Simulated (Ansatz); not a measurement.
Ta$_{2}$SiN:
Space group P6₃/mmc (No. 194); a = b = 3.2310 Å, c = 12.1167 Å, α = β = 90.00°, γ = 120.00°

```csv
atom,site,symmetry,x,y,z
Si,2d,-6m2,0.6667,0.3333,0.2500
Ta,4f,3m.,0.3333,0.6667,0.0954
N,2a,-3m.,0.0000,0.0000,0.0000
```

Relaxed at zero pressure with plane-wave PAW PBE (Ansatz code).

**Question.** The volume is raised by 6 % and shape and atoms relax at that volume. What pressure results, and how do the axes share the change?

**Answer.** -11.7 GPa; a 2.3 %, b 2.3 %, c 1.3 %; the energy rises by 32 meV/atom.

**Question.** Give the new structure.

**Answer.** 
Space group P6₃/mmc (No. 194); a = b = 3.3044 Å, c = 12.2798 Å, α = β = 90.00°, γ = 120.00°

```
atom  site  symmetry       x       y       z
----  ----  --------  ------  ------  ------
Si      2d      -6m2  0.6667  0.3333  0.2500
Ta      4f       3m.  0.3333  0.6667  0.0940
N       2a      -3m.  0.0000  0.0000  0.0000
```

The phase is kept; no other phase was compared at this pressure.

Space group P6_3/mmc. The start of the workflow was typed in or built on a structure type; neither database checked (COD, Materials Project) lists it. Whether it is the stable phase at ambient conditions was not checked. Symmetry was held in the PBE relaxation; its stability against distortions is not shown here. No spin polarisation was allowed. Spin–orbit coupling is left out wherever it is not named.

Potentials: the earlier of the program's two PAW sets.
